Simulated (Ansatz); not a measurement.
A relaxed cell of Al₂Cu₃ is given with its symmetry left out. The cell was found from a structure generator's guess, not taken from experiment.

Theory: Ansatz 0.2.0, DFT PBE, scalar-relativistic, plane waves, PAW. Cutoff 420 eV, Γ-centred mesh, Gaussian smearing, no spin polarisation.

```
CELL_PARAMETERS angstrom
2.69808 0.00000 0.00000
-1.34904 2.33661 0.00000
0.00000 0.00000 21.71667
ATOMIC_POSITIONS crystal
Al 0.33333 0.66667 0.05737
Al 0.33333 0.66667 0.82991
Al 0.66667 0.33333 0.17009
Al 0.66667 0.33333 0.94263
Cu 0.33333 0.66667 0.26574
Cu 0.33333 0.66667 0.45331
Cu 0.33333 0.66667 0.63999
Cu 0.66667 0.33333 0.36001
Cu 0.66667 0.33333 0.54669
Cu 0.66667 0.33333 0.73426
```

The zero of energy is the elements' standard structures at the same level; no fitted shifts are applied.

(1) What space group does it have?

(2) How far does it lie from the elements in energy?

(3) Is it a metal?

Answers

(1) P-3m1 (No. 164), with Al and Cu ordered on hcp sites. Conventional cell: a = 2.698 Å, c = 21.717 Å. Al on its first site has 6 Al at 2.70 Å and 6 Al at 2.90–2.94 Å; Al on its second site is surrounded by 3 Cu at 2.60 Å, 6 Al at 2.70 Å and 3 Al at 2.90 Å; around Cu on its first site lie 9 Cu at 2.57–2.70 Å and 3 Al at 2.60 Å; around Cu on its second site lie 12 Cu at 2.56–2.70 Å; 1 more site not described.

(2) +0.03 eV/atom. The formation energy is too near zero to say whether this cell lies below the elements.

(3) Yes, bands cross the Fermi level on the 18×18×2 mesh.

The last run used an 18×18×2 mesh (in the run's order of axes) for its 10-atom cell and Gaussian smearing of 0.10 eV. For metals, differences of a few meV/atom aren't resolved. Symmetry constrained the relaxation, so the result can be a saddle point. Another cell of Al2Cu3 relaxed alike, in P-6m2, lies 126 meV/atom lower, so this cell isn't the stable form at this level.
